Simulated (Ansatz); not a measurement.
Ge₂Pt:
```cif
data_Ge4Pt2
_chemical_formula_sum 'Pt2 Ge4'
_space_group_name_H-M_alt 'I4/mmm'
_space_group_IT_number 139
_space_group_name_Hall '-I 4 2'
_cell_length_a 3.57658
_cell_length_b 3.57658
_cell_length_c 7.87664
_cell_angle_alpha 90.000
_cell_angle_beta 90.000
_cell_angle_gamma 90.000
loop_
_atom_site_label
_atom_site_type_symbol
_atom_site_symmetry_multiplicity
_atom_site_Wyckoff_symbol
_atom_site_fract_x
_atom_site_fract_y
_atom_site_fract_z
_atom_site_occupancy
Pt1 Pt 2 a 0.00000 0.00000 0.00000 1
Ge1 Ge 4 e 0.00000 0.00000 0.33871 1
```
(The calculation used a cell of 3 atoms; values per cell refer to that cell.)

Relaxed with PBEsol.

Question: Decompose the optical modes at the zone centre into irreducible representations, and say which are infrared and Raman allowed.

Answer: Point group 4/mmm: Γ_opt = A1g + A2u + Eg + Eu. Infrared: A2u, Eu. Raman: A1g, Eg.

Question: Assign frequencies (DFPT, plane-wave PAW PBEsol (Ansatz code)).

Answer: Eu 76, A2u 100, Eg 112, A1g 215 cm⁻¹.

The cell is a constructed one: a structure type filled with these elements; neither database checked (COD, Materials Project) lists it. COD files the formula under space group No. 58, so this cell is another polymorph or a model. Its standing as an ambient phase is unchecked. The PBEsol relaxation kept the symmetry of its start; of distortions, only those at the zone centre were tested. No spin polarisation was allowed. As this level gives no gap, phonon frequencies hold no LO–TO term and depend on the k-mesh and smearing (Fermi–Dirac, 0.1 eV here). Scalar-relativistic: spin–orbit coupling is off unless named, which matters more the heavier the elements.

Potentials: the later of the program's two PAW sets.
